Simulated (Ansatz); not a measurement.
## Structures of P$_{2}$Pb: which is lowest?

Plane-wave DFT in Ansatz with scalar-relativistic PAW potentials, cutoff 500 eV, Γ-centred meshes chosen by cell and gap, Gaussian smearing with energies taken to zero width. Every cell was relaxed (cell and atoms) in a run of its own, within the symmetry of its start. Functional: r2SCAN.

Relaxed structures (starts from databases or built by putting these elements on another compound's sites):
A. Pnnm, 6 atoms in the computed cell, a = 5.339 Å, b = 6.829 Å, c = 4.201 Å; sites (symmetry × multiplicity) P ..m × 4, Pb ..2/m × 2; start: built
B. I4/mmm, 3 atoms in the computed cell, a = 4.109 Å, c = 10.154 Å; sites (symmetry × multiplicity) P 4mm × 4, Pb 4/mmm × 2; start: built

Task: Rank them by energy. Could pressure change the order?

Result:
| structure | group | E − E(lowest) (meV/atom) | V (Å³/atom) | gap on mesh (eV) |
| --- | --- | --- | --- | --- |
| A | Pnnm | 0.0 | 25.53 | 0.00 |
| B | I4/mmm | 209 | 28.57 | 0.00 |

A is lowest, 209 meV/atom under B. The lowest is also the densest of these, so pressure wouldn't bring one of the others in at first order. Other structures may lie lower than all of these, and vibrations aren't counted.

Spin-orbit coupling is left out, which matters for the bands of heavy elements. For Tl, Pb and Bi spin-orbit coupling shifts energies too.